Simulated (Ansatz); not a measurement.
TaSF: rattling a relaxed structure

The structure comes from a generated guess, relaxed at this level; another structure or a mixture of phases may lie lower.

Computed with Ansatz, DFT PBE, scalar-relativistic, plane waves, PAW. Plane waves to 420 eV, a k mesh through Γ of 14×14×12 on the computed 3-atom cell and Gaussian smearing (0.10 eV); no spin polarisation.

The cell below (3 atoms, space group P4/mmm (No. 123)) is relaxed within its symmetry.

```
CELL_PARAMETERS angstrom
3.46635 0.00000 0.00000
0.00000 3.46635 0.00000
0.00000 0.00000 4.16828
ATOMIC_POSITIONS crystal
Ta 0.50000 0.50000 0.50000
S 0.00000 0.00000 0.50000
F 0.50000 0.50000 0.00000
```

For the test a repeat of it with 6 atoms (edges 3.47, 4.17, 6.93 Å) was strained at random (σ = 1.5 % a component), the atoms were moved at random (σ = 0.15 Å), and all was relaxed again on a coarse 6×6×4 mesh (in the run’s order of axes) with 0.20 eV smearing, with no symmetry imposed.

Spin–orbit coupling, which can matter for Ta, is left out. The cell is a metal run without spin; a magnetic state may lie lower.

Problem. Is the structure stable against such a distortion?

Solution. It doesn't return. The energy falls by 49 meV/atom on that mesh, the volume changes by 2.0 %, and the end has space group Pmmm (No. 47) at a loose tolerance. Relaxed again on a 10×10×6 mesh with 0.10 eV smearing, the new structure lies 43 meV/atom below the first (mesh in the axes of the run's cell; the cell below is made exact in the group named). Space group Pmmm (No. 47), orthorhombic, a = 3.868 Å, b = 4.128 Å, c = 6.398 Å. Ta has 2 F at 2.08 Å, 2 S at 2.38 Å, 2 S at 2.65 Å and 1 Ta at 2.77 Å; around S on its first site lie 4 Ta at 2.65 Å; S on its second site has 4 Ta at 2.38 Å; F has 2 Ta at 2.08 Å.

```cif
data_structure
_symmetry_space_group_name_H-M 'P 1'
_symmetry_Int_Tables_number 1
_cell_length_a 3.8681
_cell_length_b 4.1284
_cell_length_c 6.3976
_cell_angle_alpha 90.000
_cell_angle_beta 90.000
_cell_angle_gamma 90.000
_cell_volume 102.16
loop_
_atom_site_label
_atom_site_type_symbol
_atom_site_fract_x
_atom_site_fract_y
_atom_site_fract_z
_atom_site_occupancy
Ta1 Ta 0.50000 0.00000 0.71640 1
Ta2 Ta 0.50000 0.00000 0.28360 1
S1 S 0.00000 0.00000 0.00000 1
S2 S 0.00000 0.00000 0.50000 1
F1 F 0.50000 0.50000 0.75412 1
F2 F 0.50000 0.50000 0.24588 1
```
